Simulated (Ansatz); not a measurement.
The relaxed structure here is a generated cell of CdSe: the first start was made by placing the elements on the sites of a structure type, and the end was not matched to a known phase here, so it may be hypothetical. Known forms of CdSe include space group No. 186, 216.

One stationary structure of CdSe. Space group P6₃/mmc (No. 194), NiAs type. Calculation: PBE (plane waves to 420 eV, PAW, scalar-relativistic; Ansatz, a quantum-chemistry and plane-wave program).

```cif
data_Cd2Se2
_chemical_formula_sum 'Cd2 Se2'
_space_group_name_H-M_alt 'P63/mmc'
_space_group_IT_number 194
_space_group_name_Hall '-P 6c 2c'
_cell_length_a 4.06336
_cell_length_b 4.06336
_cell_length_c 6.69734
_cell_angle_alpha 90.000
_cell_angle_beta 90.000
_cell_angle_gamma 120.000
loop_
_atom_site_label
_atom_site_type_symbol
_atom_site_symmetry_multiplicity
_atom_site_Wyckoff_symbol
_atom_site_fract_x
_atom_site_fract_y
_atom_site_fract_z
_atom_site_occupancy
Cd1 Cd 2 a 0.00000 0.00000 0.00000 1
Se1 Se 2 d 0.66667 0.33333 0.25000 1
```

Question: What is the computed band gap (PBE)?

Answer: No gap on the sampled points, where the bands overlap only slightly; such a result is sensitive to mesh and level.

No spin polarisation in the result.

The run could not lose the symmetry of its start: the end is stationary, and may be a saddle point rather than a minimum.

All atoms sit on sites fixed by symmetry, so only the cell could relax.
